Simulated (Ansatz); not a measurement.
PtS2:
```yaml
crystal:
  lattice:
    - [1.73018, 0.99892, 4.94881]
    - [-1.73018, 0.99892, 4.94881]
    - [0.00000, -1.99784, 4.94881]
  atoms:
    - { symbol: Pt, position: [0.00245, 0.00245, 0.00245] }
    - { symbol: S, position: [0.76070, 0.76070, 0.76070] }
    - { symbol: S, position: [0.57015, 0.57015, 0.57015] }
```

Relaxed with PBE+D3(BJ). Special points in fractions of this cell's reciprocal vectors: Γ (0.000, 0.000, 0.000); T (0.500, 0.500, 0.500); H2 (0.806, 0.194, 0.500); H0 (0.500, -0.194, 0.194); L (0.500, 0.000, 0.000); S0 (0.347, -0.347, 0.000); S2 (0.653, 0.000, 0.347); F (0.500, 0.000, 0.500).

**Question.** List the band energies nearest the Fermi level at these points for PBE+D3(BJ) in the plane-wave PAW code Ansatz.

**Answer.** In eV from the Fermi level; about four levels below and three above (degenerate sets whole), none deeper than 8.9 eV; points with the same levels are listed once.

```csv
k,below,above
Γ,-4.77 -4.77 -2.83 -0.49 -0.49,0.47 0.81 0.81
T,-3.23 -1.94 -0.11 -0.11,0.42 0.42 3.65
H2,-3.55 -3.05 -2.69 -0.75,0.23 1.43 4.96
L,-3.13 -2.45 -2.08 -1.40,0.21 1.11 3.53
S0,-3.37 -3.17 -3.06 -0.70,0.18 1.49 4.62
F,-3.58 -2.71 -2.17 -2.09,0.31 1.91 4.61
```

Space group R3m. A made-up cell: these elements were put on the sites of a structure type; neither database checked (COD, Materials Project) lists it. COD files the formula under space group No. 164. Its standing as an ambient phase is unchecked. The cell was relaxed with PBE+D3(BJ) under the symmetry of its start; whether a distortion lowers the energy is not shown. No spin polarisation was allowed. Spin–orbit coupling is left out wherever it is not named.

Potentials: the earlier of the program's two PAW sets.
